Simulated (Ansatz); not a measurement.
The relaxed structure here is a generated cell of La: the first start was made by placing the elements on the sites of a structure type, and the end was not matched to a known phase here, so it may be hypothetical. Known forms of La include space group No. 194.

One stationary structure of La. Computed with r2SCAN (plane waves to 500 eV, PAW, scalar-relativistic; Ansatz, a quantum-chemistry and plane-wave program).

```
CELL_PARAMETERS angstrom
      3.67808     2.12354     9.72621
     -3.67808     2.12354     9.72621
      0.00000    -4.24708     9.72621
ATOMIC_POSITIONS crystal
  La 0.06636 0.53388 0.06636
  La 0.06636 0.06636 0.53388
  La 0.53388 0.06636 0.06636
  La 0.93364 0.46612 0.93364
  La 0.93364 0.93364 0.46612
  La 0.46612 0.93364 0.93364
  La 0.21973 0.66225 0.21973
  La 0.21973 0.21973 0.66225
  La 0.66225 0.21973 0.21973
  La 0.78027 0.33775 0.78027
  La 0.78027 0.78027 0.33775
  La 0.33775 0.78027 0.78027
```

Problem. Determine the symmetry and give the standard cell with its independent sites.

Solution. Space group R-3m, hexagonal axes (No. 166); a = 7.3562 Å, b = 7.3562 Å, c = 29.1786 Å, α = 90.00°, β = 90.00°, γ = 120.00°

| atom | site | symmetry | x | y | z |
|---|---|---|---|---|---|
| La | 18h | .m | 0.3550 | 0.1775 | 0.1111 |
| La | 18h | .m | 0.1858 | 0.3717 | 0.0339 |

Problem. Give the shortest distances between elements (the closest pairs, up to four, under 3.6 Å).

Solution. La–La 3.09 Å.

The volume per atom is 37.98 Å³ and the band gap is no gap (metallic).

No spin polarisation in the result.

The run could not lose the symmetry of its start, so the end can be a saddle point.
